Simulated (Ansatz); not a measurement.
BeSe (zinc blende, F-43m), the program Ansatz at the LDA level (PAW): ε∞ = 6.11, cell volume 32.80 Å³. Infrared-active transverse modes:

| ω_TO (cm⁻¹) | oscillator strength S_xx (e²/amu) |
|---|---|
| 522.0 | 0.2723 |

Question: Compute the static dielectric constant.

Answer: Each mode adds (4.921e7/V) S/ω²: 1.50. So ε0 = 7.61.

Question: What LO frequency does the Lyddane–Sachs–Teller relation give?

Answer: ω_LO = ω_TO √(ε0/ε∞) = 582 cm⁻¹.

The cell was relaxed with LDA under the symmetry of its start; phonons on a q-mesh show no instability. Spin–orbit coupling is left out wherever it is not named.

Potentials: the earlier of the program's two PAW sets.
